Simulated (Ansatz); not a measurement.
# Y$_{2}$Si$_{3}$O (P-6m2)

These are results of Ansatz 0.2.0, DFT PBE, scalar-relativistic, plane waves, PAW, not measurements.

Plane waves to 420 eV, a k mesh through Γ of 12×12×6 on the computed 6-atom cell and Gaussian smearing (0.10 eV); no spin polarisation.

The structure is relaxed at this level of theory with its symmetry kept, and needn't be the ground state of this composition.

```yaml
crystal:
  lattice:
    - [4.70905, 0.00000, 0.00000]
    - [-2.35453, 4.07816, 0.00000]
    - [0.00000, 0.00000, 7.75702]
  atoms:
    - { symbol: Y, position: [0.00000, 0.00000, 0.00000] }
    - { symbol: Y, position: [0.66667, 0.33333, 0.50000] }
    - { symbol: Si, position: [0.33333, 0.66667, 0.50000] }
    - { symbol: Si, position: [0.66667, 0.33333, 0.85697] }
    - { symbol: Si, position: [0.66667, 0.33333, 0.14303] }
    - { symbol: O, position: [0.00000, 0.00000, 0.50000] }
```

Task: Formation energy from the elements' standard states (uncorrected)?

Result: +0.099 eV/atom.

Task: Kohn–Sham band gap?

Result: none (metal).

Task: Density of states at the Fermi level?

Result: 5.4 states/eV per cell.

Task: Orbital (Löwdin) character within 0.5 eV of the Fermi level?

Result: Si 3p 50 %, Y 4d 32 %, O 2p 12 %.

Task: Bader charge by site (e)?

Result: Y (1 in the cell) 1.66, Y (1 in the cell) 1.61, Si (1 in the cell) -0.15, Si (2 in the cell) -1.01, O (1 in the cell) -1.09.

Another cell of Y2Si3O relaxed alike, in C2/m, lies 1.19 eV/atom lower, so this cell isn't the stable form at this level.

The cell was found from a structure generator's guess, not taken from experiment. Löwdin shares on free-atom orbitals overweight diffuse shells.
